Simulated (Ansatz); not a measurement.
# The equilibrium volume of SiF, sorted by core time

```xyz
2
Lattice="3.0286 0.0000 0.0000 0.0000 3.0286 0.0000 0.0000 0.0000 3.0286" Properties=species:S:1:pos:R:3 pbc="T T T"
Si    1.5143    1.5143    1.5143
F     0.0000    0.0000    0.0000
```

The cell comes from a database or a generator and needn't be the stable form of this composition.

```csv
rung,level,program and potentials,cutoff (eV),k mesh,smearing,task,core time,chip,equilibrium volume (Å³/atom),notes
GGA + dispersion,PBE+D4,"Ansatz, Ansatz PAW",420,9 × 9 × 9,fermi-dirac 0.05,relaxation of cell and atoms,4.5 s,Arm Neoverse V2,13.88,-
GGA,revPBE,"Ansatz, Ansatz PAW",420,9 × 9 × 9,fermi-dirac 0.05,relaxation of cell and atoms,5.3 s,Arm Neoverse V2,14.27,"potentials made for PBE, which Ansatz adapts in part"
LDA,LDA,"Ansatz, Ansatz PAW",420,9 × 9 × 9,fermi-dirac 0.05,relaxation of cell and atoms,5.4 s,Arm Neoverse V2,12.91,"potentials made for PBE, which Ansatz adapts in part"
GGA,RPBE,"Ansatz, Ansatz PAW",420,9 × 9 × 9,fermi-dirac 0.05,relaxation of cell and atoms,5.4 s,Arm Neoverse V2,14.40,"potentials made for PBE, which Ansatz adapts in part"
GGA + dispersion,PBE+D3(BJ),"Ansatz, Ansatz PAW",420,9 × 9 × 9,fermi-dirac 0.05,relaxation of cell and atoms,6.1 s,Arm Neoverse V2,13.62,-
GGA,PBE,"Ansatz, Ansatz PAW",420,9 × 9 × 9,fermi-dirac 0.05,equation of state,7 s,Arm Neoverse V1,13.92,-
GGA,BLYP,"Ansatz, Ansatz PAW",420,9 × 9 × 9,fermi-dirac 0.05,relaxation of cell and atoms,7.5 s,Arm Neoverse V2,15.11,"potentials made for PBE, which Ansatz adapts in part"
GGA,PBE,"Ansatz, SPMS NC",1007,9 × 9 × 9,fermi-dirac 0.05,equation of state,19 s,Arm Neoverse V1,13.90,-
GGA,PBE,"Ansatz, PseudoDojo stringent",1143,9 × 9 × 9,fermi-dirac 0.05,equation of state,25 s,Arm Neoverse V1,13.91,-
GGA,PBE,"Ansatz, Ansatz PAW (files of its older set among them)",1300,9 × 9 × 9,fermi-dirac 0.05,equation of state,33 s,Arm Neoverse V1,13.92,-
GGA,PBE,"Ansatz, JTH PAW",1500,9 × 9 × 9,fermi-dirac 0.05,equation of state,36 s,Arm Neoverse V1,13.91,-
hybrid,HSEsol,"Ansatz, Ansatz PAW",420,5 × 5 × 5,fermi-dirac 0.05,relaxation of cell and atoms,59 s,Arm Neoverse V1,13.18,"coarse mesh; potentials made for PBE, which Ansatz adapts in part"
```

Times are single runs on shared hosts and different chips, so they are rough; meshes, cutoffs and the tasks' sizes weigh on the time. All rows: no spin polarisation. Smearing widths are in eV. For a metal such meshes aren't converged. Meshes differ between rows, which moves values too. Meshes are those of the run's cell of 2 atoms unless a note names another. Relaxations start from the cell shown or near it and stop with a little pressure left. Runs on faulty files, with rough fits or with known faults for this quantity aren't shown. No row holds spin-orbit coupling.

By rung: LDA 12.91; GGA + dispersion 13.62 to 13.88; GGA 13.90 to 15.11; hybrid on coarse meshes 13.18 (Å³/atom).
